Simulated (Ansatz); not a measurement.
**Ba3In2MoO9 — Ba-137 nuclear quadrupole resonance**

Cell: a Materials Project structure (computed, not necessarily an observed phase).

Space group P-3m1 (No. 164); a = 5.9578, c = 7.3199 Å, γ = 120.00°.

| site | Wyckoff | site symmetry | x | y | z |
| --- | --- | --- | --- | --- | --- |
| Ba1 | 1b | -3m. | 0.0000 | 0.0000 | 0.5000 |
| Ba2 | 2d | 3m. | 0.6667 | 0.3333 | 0.8167 |
| In | 2d | 3m. | 0.6667 | 0.3333 | 0.3344 |
| Mo | 1a | -3m. | 0.0000 | 0.0000 | 0.0000 |
| O7 | 6i | .m. | 0.6885 | 0.8443 | 0.8472 |
| O9 | 3f | .2/m. | 0.0000 | 0.5000 | 0.5000 |

One atom of each set is listed.

Computed with Ansatz: DFT, PBE, plane waves and PAW, with spin–orbit coupling, 420 eV cutoff, Γ-centred 4×4×3 k-points, Fermi–Dirac smearing 0.02 eV.

Ba-137: I = 3/2, Q = 236.0 mb (year-2017 value). Static lattice, zero field.

Sites with a gradient: Ba1 (1 atom; 12 O at 2.98–3.01 Å); Ba2 (2 atoms; 12 O at 2.89–3.07 Å).

Task: The simulated spectrum has lines at 7.60, 16.4 MHz. Sort them into the sets that belong together, and say which site each set most likely comes from.

Result: For I = 3/2 there is one line, ν = (|C_Q|/2)(1 + η²/3)^½. Ba1: 16.4 MHz (|C_Q| = 32.8 MHz, η = 0.00). Ba2: 7.60 MHz (|C_Q| = 15.2 MHz, η = 0.00).

The sites follow from the calculation. An axis of threefold or higher order runs through Ba2 and Ba1, so V_zz lies along it and η is zero. Like point charges on the first shell alone (each adding as 1/d³) would give the same order.

The largest force is 0.5 eV/Å, so the atoms aren't at the calculated equilibrium and relaxing them would move these values.

Hardware: 1 thread of Arm Neoverse V1 (aarch64; 8 cores open to the job, memory cap 2.5 GiB, no GPU), a shared host with a load of 0.5 a core. Wall time 3.6 min, CPU time 3.6 min, peak memory 1.5 GiB.
